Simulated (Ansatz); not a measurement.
**LaSi3Ir: La vacancy**

All numbers are calculated (PBEsol, no spin polarisation, no spin-orbit coupling; Ansatz, PAW set soft_2, 420 eV, k-mesh 3×3×3), not measured.

The relaxed host crystal (no gap at this level of theory):

```
CELL_PARAMETERS angstrom
-2.12768 2.12768 4.90447
2.12768 -2.12768 4.90447
2.12768 2.12768 -4.90447
ATOMIC_POSITIONS crystal
La 0.99883 0.99883 0.00000
Si 0.76239 0.26239 0.50000
Si 0.26239 0.76239 0.50000
Si 0.41221 0.41221 0.00000
Ir 0.65367 0.65367 0.00000
```

Supercell of 25 atoms, rows of the matrix [[0,-1,-2],[1,-1,1],[-2,0,-1]] times the cell vectors; La vacancy at (0.999, 0.999, 0.000) in fractions of the cell above. Atoms are relaxed at the host's cell, from a start shaken by 0.05 Å near the defect. The cell loses 1 of its 5 La, so this is a heavily defective crystal.

Distances from the empty La site (Å), by shell of the perfect crystal:

```
shell      perfect crystal    relaxed, charge 0
 8 Si  3.14 (3.13 to 3.15)  3.06 (3.02 to 3.10)
```

```tsv
charge	gap of the cell on the mesh (eV)
0	0.00
```

Formation energy of the neutral defect: 4.74 eV, taking atoms from and to the elements' standard states (no corrections for gases), so it belongs to those chemical potentials alone.

Relaxed cell at charge 0:

```
LaSi3Ir V_La charge 0
1.0
    -6.3830   -2.1277    4.9045
    -2.1277    6.3830   -4.9045
     2.1277   -6.3830   -4.9045
La Si Ir
4 15 5
Direct
  0.3991 0.6012 0.8008
  0.6002 0.4014 0.2017
  0.2009 0.8023 0.4016
  0.9999 0.0022 0.0008
  0.7010 0.0433 0.1477
  0.3001 0.4367 0.3362
  0.5047 0.2365 0.7347
  0.0954 0.6306 0.9313
  0.8992 0.8471 0.5419
  0.5055 0.7487 0.2470
  0.0946 0.1420 0.4426
  0.3001 0.9367 0.8362
  0.8989 0.3353 0.0301
  0.7012 0.5317 0.6359
  0.4126 0.1871 0.3938
  0.9927 0.5745 0.5865
  0.1875 0.3819 0.9740
  0.8000 0.7898 0.1893
  0.6074 0.9944 0.7813
  0.8000 0.5491 0.9485
  0.3948 0.9439 0.1424
  0.5991 0.7429 0.5476
  0.2053 0.1482 0.7486
  0.0010 0.3491 0.3433
```

Caveats: small supercell, so energies and levels can be off by tenths of an eV; one random start near the defect, so other minima are possible.
